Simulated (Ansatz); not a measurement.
SiC:
```
CELL_PARAMETERS angstrom
      2.64040     0.00000     0.00000
      0.00000     2.64040     0.00000
      0.00000     0.00000     2.64040
ATOMIC_POSITIONS crystal
  Si 0.00000 0.00000 0.00000
  C  0.50000 0.50000 0.50000
```

Relaxed with PBE. Special points in fractions of this cell's reciprocal vectors: Γ (0.000, 0.000, 0.000); X (0.000, 0.500, 0.000); M (0.500, 0.500, 0.000); R (0.500, 0.500, 0.500).

Task: List the band energies nearest the Fermi level at these points for DFT-PBE in the program Ansatz with PAW potentials.

Result: In eV from the Fermi level; about four levels below and three above (degenerate sets whole), none deeper than 8.9 eV; … stands for higher levels left out; points with the same levels are listed once.

| k | below | above |
|---|---|---|
| Γ | -1.13 -1.13 -1.13 | 1.49 4.94 4.94 |
| X | – | 0.87 0.87 5.01 |
| M | -7.96 -7.96 -5.50 | 2.39 8.75 8.75 |
| R | -4.40 -4.40 -4.40 -1.56 -1.56 -1.56 | … |

Space group Pm-3m (CsCl type). The cell is a constructed one: a structure type filled with these elements; neither database checked (COD, Materials Project) lists it. It is not the phase usual at ambient conditions (space group No. 186, 216). The cell was relaxed with PBE under the symmetry of its start; whether a distortion lowers the energy is not shown.

Potentials: the later of the program's two PAW sets.
